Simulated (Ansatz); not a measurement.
## Ge: energy along a strain

Ge, Fd-3m, a = 5.658 Å (as given, not relaxed at this level: 0.7 GPa). Ansatz: PBEsol, PAW, 420 eV, Γ-centred 14×14×14 mesh on 2 atoms, Gaussian smearing 0.15 eV; no spin polarisation. Cell vectors (Å): 0.000 2.829 2.829; 2.829 0.000 2.829; 2.829 2.829 0.000. The cell is strained by x per cent times the pattern (0 1 0 0 0 0) in the order xx yy zz yz xz xy (engineering shears), with fractional coordinates held. y is the free energy over the start, V0 = 22.636 Å³/atom.

```tsv
x (%)	y (meV/atom)
-4.00	17.59
-3.00	10.54
-2.00	5.29
-1.00	1.79
0.00	0.00
1.00	-0.13
2.00	1.34
3.00	?
3.50	6.44
4.00	8.88
```

Fit y = c1 x + c2 x² + c3 x³ to the other rows, get the stiffness along the pattern, and predict the missing energy.

Least squares on the rows shown. y = −0.95357 x + 0.82744 x² − 0.0084453 x³. The clamped-ion stiffness p·C·p = 2 × 8.274 eV × 160.2 / 22.636 Å³ = 117 GPa, which is C22 in these axes (C11 of the cubic crystal) (second derivative at the start, which stands under stress). At x = 3.00 the fit asked for gives 4.36 meV/atom. The run gave 4.37 meV/atom, so the fit is 0.01 meV/atom too low, a small miss on the scale of the series.